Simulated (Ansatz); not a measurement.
Values for one crystal, relaxed and computed with DFT-LDA in the program Ansatz with PAW potentials; other levels are named.

| Property | Result |
|---|---|
| Volume per atom | 12.94 Å³ |
| Band gap | 1.71 eV (indirect) |
| Mechanical stability | stable (all eigenvalues of C positive) |
| Valence-band maximum | on the C2–Y2 line, 2 % of the way from C2 (k = -0.500, 0.490, 0.000 in fractions of the reciprocal vectors) |
| Young's modulus | 105 GPa |
| Smallest direct gap on the standard path | 1.76 eV |
| Electron effective mass | 0.34, 0.65, 6.9 mₑ (principal values) |

Question: Pick the material that matches.
(A) AgRhO2, R-3m (Ag on 3a, Rh on 3b, O on 6c)
(B) MgO, rock salt
(C) CeO2, fluorite
(D) WO3, P2_1/c (W on 4e, O on 4e, O on 4e, O on 4e)

Answer: D, WO3, P2_1/c (W on 4e, O on 4e, O on 4e, O on 4e)

The workflow started from a Materials Project entry (that database holds measured and hypothetical structures alike); the Crystallography Open Database files this formula in space group No. 14, but the cells were not matched. Whether it is the stable phase at ambient conditions was not checked. Symmetry was held in the LDA relaxation; whether a distortion lowers the energy is not shown. The run is not spin-polarised. No Hubbard U is applied. Scalar-relativistic: spin–orbit coupling is off unless named, which matters more the heavier the elements.

Potentials: the later of the program's two PAW sets.
